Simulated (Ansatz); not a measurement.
AlGaAs2:
```
CELL_PARAMETERS angstrom
      4.01076     0.00000     0.00000
      0.00000     4.01076     0.00000
      0.00000     0.00000     5.65959
ATOMIC_POSITIONS crystal
  Ga 0.00000 0.00000 0.00000
  As 0.50000 0.00000 0.25024
  Al 0.50000 0.50000 0.50000
  As 0.00000 0.50000 0.74976
```

Relaxed with PBEsol. Special points in fractions of this cell's reciprocal vectors: Γ (0.000, 0.000, 0.000); X (0.000, 0.500, 0.000); M (0.500, 0.500, 0.000); Z (0.000, 0.000, 0.500); R (0.000, 0.500, 0.500); A (0.500, 0.500, 0.500).

Question: List the band energies nearest the valence-band maximum at these points for DFT-PBEsol with spin–orbit coupling in the program Ansatz with PAW potentials.

Answer: In eV from the valence-band maximum; about four levels below and three above (degenerate sets whole), none deeper than 8.9 eV; points with the same levels are listed once.

```csv
k,below,above
Γ,-0.03 -0.03 0.00 0.00,0.91 0.91 1.31 1.31
X,-1.18 -1.18 -1.15 -1.15,2.76 2.76 3.03 3.03
M,-2.49 -2.49 -2.43 -2.43,1.25 1.25 1.26 1.26
Z,-1.57 -1.57 -1.44 -1.44,1.87 1.87 2.27 2.27
R,-1.01 -1.01 -0.94 -0.94,0.92 0.92 1.88 1.88
A,-3.19 -3.19 -3.17 -3.17,4.29 4.29 4.30 4.30
```

Space group P-4m2. The start of the workflow was typed in or built on a structure type; neither database checked (COD, Materials Project) lists it. Its standing as an ambient phase is unchecked. The PBEsol relaxation kept the symmetry of its start; whether a distortion lowers the energy is not shown.

Potentials: the earlier of the program's two PAW sets. The files were generated under PBE; for other functionals the program regenerates the frozen cores, and for LDA and PBEsol the local potential too.
